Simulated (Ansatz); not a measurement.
Input file for Ansatz (a first-principles code):

Ansatz 0.2 input:
```yaml
crystal:
  lattice:
    - [0.0, 2.2159612072, 2.2159612072]
    - [2.2159612072, 0.0, 2.2159612072]
    - [2.2159612072, 2.2159612072, 0.0]
  atoms:
    - { symbol: Cd, position: [0.0, 0.0, 0.0] }
kpoints:
  mp_grid: { grid: [16, 16, 16] }
hamiltonian:
  xc: r2scan
  pseudopotentials: { kind: paw }
scf:
  occupations: { method: gaussian, width: 0.1 }
checkpoint: { read: metal.run }
output: { bader: true, populations: true }
```

Output (shortened):

```
Pseudopotential: Cd, paw, valence charge 20
Functional definition: r2SCAN
Crystal: 1 atoms, lattice volume = 21.763 Å³
Basis set: ecut = 500 eV, 537 PW (Γ), exchange–correlation on 96×96×96 points (64 copies of the dense FFT grid, shifted against one another)
Bands: 18, of which v1, the nominal top of the filled ones, is band 10 counted from 1 (9 counted from 0)
Symmetry: 48 space group operations
Space group: Fm-3m (ITA 225), of the structure as read, at distance tolerance 2.8e-5 Å
k-points: 145 of 4096
Stability of the state it starts from, as read at its close in the unpolarized treatment …
iter 1 solved again at ethr=5.77e-10 eV; its pass at ethr=3.10e-3 eV (dr2=1.15e-7 eV) is discarded
SCF iter   1: F=—  HF=-8268.152577 eV  |F-HF|=—  |Δ(HF+E_count)|=         —  Δρ=2.51e-7  dr2=1.59e-11  dr2_τ=8.76e-14  ethr=5.77e-10  ⟨swp⟩=3.4  Hψ=20120  notcnv=0
preconditioner: auto → none
SCF iter   2: F=-8268.152577 eV  HF=-8268.152577 eV  |F-HF|=1.46e-11  |Δ(HF+E_count)|=  6.55e-11  Δρ=1.58e-7  dr2=6.21e-12  dr2_τ=4.62e-14  ethr=1.00e-12  ⟨swp⟩=4.2  Hψ=7331  notcnv=0
SCF 1 converged in 2 iterations: F = -8268.152577 eV  dr2 = 6.21e-12
SCF converged after 2 iterations
Free energy (F): -8268.152577 eV
Harris-Foulkes:  -8268.152577 eV  (|F-HF|=1.46e-11)
Internal energy: -8268.149921 eV  (E = F + TS)
E sigma→0 (E₀):  -8268.151249 eV
Entropy (-TS):   -0.002655 eV (-2.655 meV/atom)
Fermi energy:    14.484695 eV
--- Per-component energies (eV) ---
  E_band       = -420.658372
  E_kinetic    = 505.507802
  E_local      = -2935.664375  (includes V_loc(G=0)·N_el)
  E_nonlocal   = 32.835196
  E_hartree    = 1382.395486
  E_xc         = -168.852030
  E_vxc        = -247.019993  (∫ρ·V_xc dr)
  E_paw        = -4104.495675  (= ΣΔE_a)
  E_vpaw       = -558.726419  (= ΣTr[D̂ρ^β])
  E_aug_tail   = 0.000006  (compensation charges beyond the density's cutoff)
  E_vtau       = 17.618414  (kinetic-family band-sum trace: ∫τ·v_τ [+ j·A + Jᵃ·Aᵃ] dr)
  E_ewald      = -2979.311561
  E_core_change = -0.564771  (= ΣΔE_core)
  E_smearing   = -0.002655  (= −TS)
  E_closure    =  0.000000  (closes the sum)
  Σ components = -8268.152577   (vs F -8268.152577, Δ=0.00e0)
  [band-id]    e_kinetic+e_local+e_nonlocal+2·e_hartree+e_vxc+e_vpaw+e_augmentation_tail+e_vtau = -420.658397   (vs E_band -420.658372, Δ=-2.47e-5)
--- Band table (eV; the first three rows and the last of 145) ---
  k-point 0: bands = ["-91.5378", "-51.6529", "-51.6529", "-51.6529", "4.8324", "4.8324", "4.8324", "5.2947", "5.2947", "5.3004", "28.0833", "29.8539", "29.8539", "29.8539", "33.5071", "33.5071", "33.5071", "35.2221"]
  k-point 1: bands = ["-91.5377", "-51.6543", "-51.6531", "-51.6531", "4.8205", "4.8493", "4.8493", "5.2905", "5.2905", "5.4077", "27.7450", "28.8959", "29.7252", "29.7252", "33.7065", "33.7065", "33.9076", "35.8828"]
  k-point 2: bands = ["-91.5374", "-51.6584", "-51.6538", "-51.6538", "4.7714", "4.8911", "4.8911", "5.2858", "5.2858", "5.7461", "25.8090", "28.5574", "29.4064", "29.4064", "33.5444", "34.0859", "34.0859", "35.8901"]
  k-point 144: bands = ["-91.5340", "-51.6783", "-51.6783", "-51.6679", "4.5967", "4.8274", "4.8274", "5.3588", "5.7792", "16.5714", "16.5714", "16.7458", "18.4635", "32.6845", "32.6845", "33.3176", "36.0051", "43.5917"]
--- Löwdin populations: 1 site ---
  site symbol       q [e]
     0     Cd     19.5014
  spilling = 0.024930 (of n_electrons = 20.000000)
--- Bader charges: 1 site ---
  site symbol  charge [e]  shift [e]
     0     Cd      0.0000     0.0000
  shift: an alarm, by how much a part of what the PAW files miss would move the charge. Where it is large, compare
  with a run on PAW files of another source; a small one proves nothing
  estimated error of the sums over rays = 3.9e-7 e
```

Cost: about 7 core-seconds (a rough figure) on shared cores.

A made-up cell: these elements were put on the sites of a structure type; the Crystallography Open Database copy checked does not list it. It is not the phase usual at ambient conditions (space group No. 194). The r²SCAN relaxation kept the symmetry of its start. At this level the phase is mechanically unstable. Spin–orbit coupling is left out wherever it is not named.

Potentials: the later of the program's two PAW sets.

Ansatz is a plane-wave DFT program.
